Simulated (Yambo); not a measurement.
BSE-type run in Yambo on LiNbO₃ (space group R-3, No. 148), at zero momentum.

Quantum ESPRESSO step (PBEsol, PseudoDojo standard norm-conserving files, scalar-relativistic):
```
&CONTROL
  calculation = 'nscf'
  pseudo_dir = './pseudo'
  outdir = './out'
/
&SYSTEM
  ibrav = 0
  nat = 10
  ntyp = 3
  ecutwfc = 84.0
  ecutrho = 336.0
  occupations = 'fixed'
  force_symmorphic = .true.
  nbnd = 81
/
&ELECTRONS
  conv_thr = 1e-08
  diago_full_acc = .true.
  diago_thr_init = 1e-08
/
ATOMIC_SPECIES
Li 6.9400 Li.upf
O 15.9990 O.upf
Nb 92.9064 Nb.upf
CELL_PARAMETERS angstrom
  2.642425140000   1.525604866000   4.845960000000
 -2.642425140000   1.525604866000   4.845960000000
  0.000000000000  -3.051209731000   4.845960000000
ATOMIC_POSITIONS crystal
Li   0.362190000000   0.362190000000   0.362190000000
Li   0.637810000000   0.637810000000   0.637810000000
O   0.216090000000   0.562160000000   0.954160000000
O   0.783910000000   0.437840000000   0.045840000000
O   0.562160000000   0.954160000000   0.216090000000
O   0.437840000000   0.045840000000   0.783910000000
O   0.954160000000   0.216090000000   0.562160000000
O   0.045840000000   0.783910000000   0.437840000000
Nb   0.144397000000   0.144397000000   0.144397000000
Nb   0.855603000000   0.855603000000   0.855603000000
K_POINTS automatic
6 6 6 0 0 0
```

Yambo input:
```
rim_cut
optics
bse
bss
dipoles
RandQpts= 1000000
RandGvec= 1 Ry
FFTGvecs= 40 Ry
BSKmod= "HARTREE"
BSEmod= "resonant"
BSSmod= "hs"
BSENGexx= 15 Ry
% KfnQP_E
 1.824 | 1.0 | 1.0 |
%
% BSEQptR
 1 | 1 |
%
% BSEBands
 25 | 40 |
%
% BEnRange
 0.0 | 10.6 | eV
%
% BDmRange
 0.15 | 0.15 | eV
%
BEnSteps= 212
% BLongDir
 1.0 | 0.0 | 0.0 |
%
BSHayTrs= -0.02
BSSNEig= 24
WRbsWF
```

From the report:

The dimension is k points × valence × conduction bands = 216 × 10 × 6 = 12960.
```
  [SLEPC] Approach                          : Krylov-Schur
  [SLEPC] Number of requested eigenvalues   :  24
  [SLEPC] Number of eigenvalues        [NEV]:  24
   [K] Dimension                                    :  12960
   [K] Bands                                        :   25   40
   [K] Exchange res                                 : yes
   [K] Correlation res                              : no
   [K] W interaction is bare                        : no
   [K] RL vectors exchange                          :   785
```
Lowest eigenvalues (eV; in brackets the number of states within 2 meV): 5.61 (6), 5.65 (6), 5.67 (3), 5.75 (8). They depend on the mesh, which isn't converged, and on the G0W0 scissor.

Spin-orbit coupling is not included.

Geometry of the Materials Project entry, not relaxed at this level.

This is not the ordinary phase of the substance.
